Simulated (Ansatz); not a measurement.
TiSi$_{2}$:
```xyz
6
Lattice="0.0000 4.1323 4.2854 2.4010 0.0000 4.2854 2.4010 4.1323 0.0000" Properties=species:S:1:pos:R:3 pbc="T T T"
Ti     2.4010     4.1323     4.2854
Ti     3.6016     6.1985     6.4280
Si     2.4010     6.9200     4.2854
Si     2.4010     1.3447     4.2854
Si     1.2005     3.4108     2.1427
Si     1.2005     0.7215     2.1427
```

Relaxed with PBE. Special points in fractions of this cell's reciprocal vectors: Γ (0.000, 0.000, 0.000); Y (0.500, 0.000, 0.500); T (1.000, 0.500, 0.500); Z (0.500, 0.500, 0.000); Σ0 (0.000, 0.413, 0.413); U0 (1.000, 0.587, 0.587); C0 (0.500, 0.244, 0.744); A0 (0.500, 0.756, 0.256); L (0.500, 0.500, 0.500).

**Question.** List the band energies nearest the Fermi level at these points for the program Ansatz at the PBE level (PAW).

**Answer.** In eV from the Fermi level; about four levels below and three above (degenerate sets whole), none deeper than 8.9 eV; points with the same levels are listed once.

```tsv
k	below	above
Γ	-2.06 -1.77 -1.34 -0.91	2.04 3.08 3.25
Y	-2.33 -2.33 -0.85 -0.85	1.27 1.27 3.22 3.22
T	-1.12 -1.12 -0.64 -0.64	0.84 0.84 2.25 2.25
Z	-1.55 -1.55 -0.95 -0.95	0.73 0.73 3.18 3.18
Σ0	-2.39 -2.02 -1.33 -0.40	0.06 0.12 0.73
C0	-1.66 -1.66 -1.38 -1.38	1.39 1.39 2.09 2.09
L	-2.47 -1.91 -1.03 -0.01	0.15 0.98 1.36
```

Space group Fddd. Symmetry was held in the PBE relaxation. The run is not spin-polarised.

Potentials: the earlier of the program's two PAW sets.
